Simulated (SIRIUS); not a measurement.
SIRIUS run on SiC (P6_3mc, 4 atoms in the cell; from Materials Project mp-7140, changed as shown): self-consistent single point.

Method: PBE, PseudoDojo 0.5 standard norm-conserving PBE (tails mended) pseudopotentials (plane waves; SIRIUS).

The change in words: lattice vector c scaled by 1.02. Reference geometry (P6_3mc):
```yaml
crystal:
  lattice:
    - [3.07351, 0.00000, 0.00000]
    - [-1.53676, 2.66174, 0.00000]
    - [0.00000, 0.00000, 5.04525]
  atoms:
    - { symbol: Si, position: [0.33333, 0.66667, 0.49960] }
    - { symbol: Si, position: [0.66667, 0.33333, 0.99960] }
    - { symbol: C, position: [0.33333, 0.66667, 0.87540] }
    - { symbol: C, position: [0.66667, 0.33333, 0.37540] }
```

Reference input (self-consistent single point, DFT, PBE, plane waves, PseudoDojo 0.5 standard norm-conserving PBE (tails mended) pseudopotentials): parameters.ngridk = 10 10 6; parameters.xc_functionals = [XC_GGA_X_PBE, XC_GGA_C_PBE]; parameters.gk_cutoff = 9.055 1/bohr; parameters.pw_cutoff = 18.111 1/bohr; parameters.smearing = gaussian; parameters.smearing_width = 0.0001 Ha; potentials = PseudoDojo 0.5 standard norm-conserving PBE (tails mended) pseudopotentials; parameters.electronic_structure_method = pseudopotential; parameters.num_bands = 12; parameters.num_mag_dims = 0; parameters.num_dft_iter = 100; parameters.energy_tol = 1e-07 Ha. This run's input differs from it in these lines:

```diff
@@ -34,3 +34,3 @@
       [-0.5000000122, 0.8660255098, 0.0],
-      [0.0, 0.0, 1.6415271539]
+      [0.0, 0.0, 1.674357697]
     ],
@@ -45,8 +45,8 @@
       "Si": [
-        [-1.5368e-06, 1.7744928872, 2.5206069],
-        [1.5367565368, 0.8872451128, 5.0432319]
+        [-1.5368e-06, 1.7744928872, 2.571019038],
+        [1.5367565368, 0.8872451128, 5.144096538]
       ],
       "C": [
-        [-1.5368e-06, 1.7744928872, 4.41661185],
-        [1.5367565368, 0.8872451128, 1.89398685]
+        [-1.5368e-06, 1.7744928872, 4.504944087],
+        [1.5367565368, 0.8872451128, 1.931866587]
       ]
```

Output (repeated stretches shortened):

```
[find] density tolerance         : 1e-06
[find] total energy tolerance    : 1e-07
[find] iter_solver_tol (initial) : 0.01
[find] iter_solver_tol (target)  : 1e-13
[find] num_dft_iter              : 100
Charges and magnetic moments
--------------------------------------------------------------------------------
total charge          : 16.000000
[find] | SCF iteration   0 out of 100|
[diagonalize] iterative solver tolerance (occupied, empty): 0.01 0.01
[diagonalize] average number of iterations: 3.21429
[find] Charges and magnetic moments
[find] total charge          : 16.000000
[find] Energy
   [... lines left out ...]

[find] Charges and magnetic moments
[find] total charge          : 16.000000
[find] Energy
[find] smearing (-TS)                 :       0.00000000
[find] Total energy                   :     -20.53901567 (Ha),     -41.07803135 (Ry)
[find] Free energy (E-TS)             :     -20.53901567 (Ha),     -41.07803135 (Ry)
[find] band gap (eV)                  :       2.39443511
[find] Efermi                         :       0.39481865
[find] iteration : 16, RMS (target) : 8.3851e-07 (1.0000e-06) , energy difference (target) : -1.9234e-10 (1.0000e-07)
[find] bands are converged : false
[find] iterative solver converged : false
[find] converged after 17 SCF iterations!
[find] Charges and magnetic moments
[find] total charge          : 16.000000
[find] Energy
[find] smearing (-TS)                 :       0.00000000
[find] Total energy                   :     -20.53901567 (Ha),     -41.07803135 (Ry)
[find] Free energy (E-TS)             :     -20.53901567 (Ha),     -41.07803135 (Ry)
[find] band gap (eV)                  :       2.39443511
[find] Efermi                         :       0.39481865
[ground_state] === stress tensor components [kbar] ===
[ground_state] === stress_total ===
[ground_state]   -32.674291   -0.000000    0.000000
[ground_state]    -0.000000  -32.674285    0.000000
[ground_state]     0.000000    0.000000   73.649232
[ground_state] ==== total Forces in Ha/bohr =====
[ground_state] atom:    0, force:      -0.0000000      0.0000000      0.0030856
[ground_state] atom:    1, force:      -0.0000000      0.0000000      0.0030856
[ground_state] atom:    2, force:      -0.0000000     -0.0000000     -0.0030861
[ground_state] atom:    3, force:       0.0000000      0.0000000     -0.0030861
```

The run converged in 17 iterations. SIRIUS prints the stress tensor with tension positive. Against the reference run the free energy goes up by 2.4 meV/atom, the pressure goes from 3.88 to -0.28 GPa, the largest force goes from 0.004 to 0.159 eV/Å and the gap on the mesh goes from 2.434 to 2.394 eV.

The structure comes from a collection of computed structures, made at another level of theory; the collection holds predicted forms beside known ones.

Cost on one core: very roughly 70 core-seconds.

The gap that the log prints is read on the run's mesh, which can miss the band edges or a crossing.

“Tails mended”: in these copies of the files the far tail of each local potential was reset to the Coulomb form.
